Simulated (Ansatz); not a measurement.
The start is a generated trial cell of CsPbCl3 in the AFLOW prototype ABC3_hR10_167_a_b_e (G0_1, as in CaCO3). The structure is fully relaxed (lattice and positions, P = 0) with PBE (plane waves to 420 eV, PAW, scalar-relativistic; Ansatz, a quantum-chemistry and plane-wave program). The first steps use a coarse 4×4×4 k-mesh.

The start:
```yaml
crystal:
  lattice:
    - [3.63379, 2.09797, 8.28602]
    - [-3.63379, 2.09797, 8.28602]
    - [0.00000, -4.19594, 8.28602]
  atoms:
    - { symbol: Pb, position: [0.25000, 0.25000, 0.25000] }
    - { symbol: Pb, position: [0.75000, 0.75000, 0.75000] }
    - { symbol: Cs, position: [0.00000, 0.00000, 0.00000] }
    - { symbol: Cs, position: [0.50000, 0.50000, 0.50000] }
    - { symbol: Cl, position: [0.99330, 0.50670, 0.25000] }
    - { symbol: Cl, position: [0.25000, 0.99330, 0.50670] }
    - { symbol: Cl, position: [0.50670, 0.25000, 0.99330] }
    - { symbol: Cl, position: [0.00670, 0.49330, 0.75000] }
    - { symbol: Cl, position: [0.75000, 0.00670, 0.49330] }
    - { symbol: Cl, position: [0.49330, 0.75000, 0.00670] }
```

**Question.** What pressure does the first self-consistent step give?

**Answer.** +40.8 GPa (positive: the cell is compressed).

**Question.** Which atoms feel the largest initial force, and how large is it?

**Answer.** 24.99 eV/Å, on Cl5, Cl6, Cl7, Cl8, Cl9, Cl10 (atoms numbered as listed).

**Question.** How much energy is released per atom?

**Answer.** 4.10 eV/atom.

**Question.** How does the volume change?

**Answer.** +26.3 %, from 37.90 to 47.89 Å³/atom.

**Question.** How do the shortest distances between atoms change?

**Answer.** The closest pairs of elements (up to four, under 3.6 Å), start → end: Cl–Pb 1.87 → 2.72 Å; Cl–Cl 3.23 → 4.63 Å; Cl–Cs 3.44 → 3.49 Å.

**Question.** Is the relaxed structure metallic? Give its gap.

**Answer.** 2.51 eV, direct at Γ (no spin-orbit coupling).

**Question.** Give the final cell and atomic positions.

**Answer.** 
```cif
data_Cl18Cs6Pb6
_chemical_formula_sum 'Pb6 Cs6 Cl18'
_space_group_name_H-M_alt 'R-3c :H'
_space_group_IT_number 167
_space_group_name_Hall '-R 3 2"c'
_cell_length_a 8.59891
_cell_length_b 8.59891
_cell_length_c 22.43477
_cell_angle_alpha 90.000
_cell_angle_beta 90.000
_cell_angle_gamma 120.000
loop_
_atom_site_label
_atom_site_type_symbol
_atom_site_symmetry_multiplicity
_atom_site_Wyckoff_symbol
_atom_site_fract_x
_atom_site_fract_y
_atom_site_fract_z
_atom_site_occupancy
Pb1 Pb 6 a 0.00000 0.00000 0.25000 1
Cs1 Cs 6 b 0.00000 0.00000 0.00000 1
Cl1 Cl 18 e 0.31625 0.31625 0.75000 1
```
(The calculation used a cell of 10 atoms; values per cell refer to that cell.)

The space group stays R-3c (No. 167) (the run could not lower it), with 10 atoms in the primitive cell. Final values are on a 5×5×5 k-mesh of the relaxed cell. No spin polarisation in the result. Spin-orbit coupling is missing; with elements this heavy it can move band edges by tenths of an eV or more.

The run could not lose the symmetry of its start: the end is stationary, and may be a saddle point rather than a minimum.

The relaxed structure here is a generated cell of CsPbCl3: the first start was made by placing the elements on the sites of a structure type, and the end was not matched to a known phase here, so it may be hypothetical. Known forms of CsPbCl3 include space group No. 221.
